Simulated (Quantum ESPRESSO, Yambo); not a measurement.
## Quasiparticle gap of K₂NaScF₆

Space group Fm-3m (No. 225); a = b = c = 8.610 Å, α = β = γ = 90.00°

| atom | site | symmetry | x | y | z |
|---|---|---|---|---|---|
| F | 24e | 4m.m | 0.0000 | 0.0000 | 0.2358 |
| Na | 4b | m-3m | 0.5000 | 0.5000 | 0.5000 |
| K | 8c | -43m | 0.2500 | 0.2500 | 0.2500 |
| Sc | 4a | m-3m | 0.0000 | 0.0000 | 0.0000 |
(The calculation used a cell of 10 atoms; values per cell refer to that cell.)

The geometry is that of Materials Project entry mp-6058, symmetrised and not relaxed again.

Starting point: norm-conserving PBEsol (Quantum ESPRESSO, 88 Ry, no spin-orbit coupling). G0W0 in Yambo: 2×2×2 Γ-centred k mesh, bands 3 to 304 and a 8 Ry block in the screening, 304 bands in G with the Bruneval-Gonze terminator, plasmon pole fitted at 27.2 eV.

PBEsol gap along the band path: 6.65 eV
PBEsol gap between the mesh's edge points (Γ → Γ): 6.65 eV
G0W0 gap between the same points: 10.28 eV

| k point | band | E PBEsol (eV) | E QP (eV) | shift (eV) | Z |
|---|---|---|---|---|---|
| Γ | VB | 0.00 | -2.41 | -2.41 | 0.81 |
| Γ | CB | 6.65 | 7.87 | 1.23 | 0.90 |
| L | VB | -0.14 | -2.59 | -2.44 | 0.81 |
| L | CB | 7.09 | 10.14 | 3.05 | 0.83 |

Energies count from the PBEsol valence-band maximum.

Nearest settings tried, and what they do to the gap: 238 bands in W, 238 bands in G: +16 meV; 6 Ry block (307 vectors against 459): -10 meV; 1×1×1 mesh: -113 meV. So the settings aren't converged at that level. The k mesh is coarse.
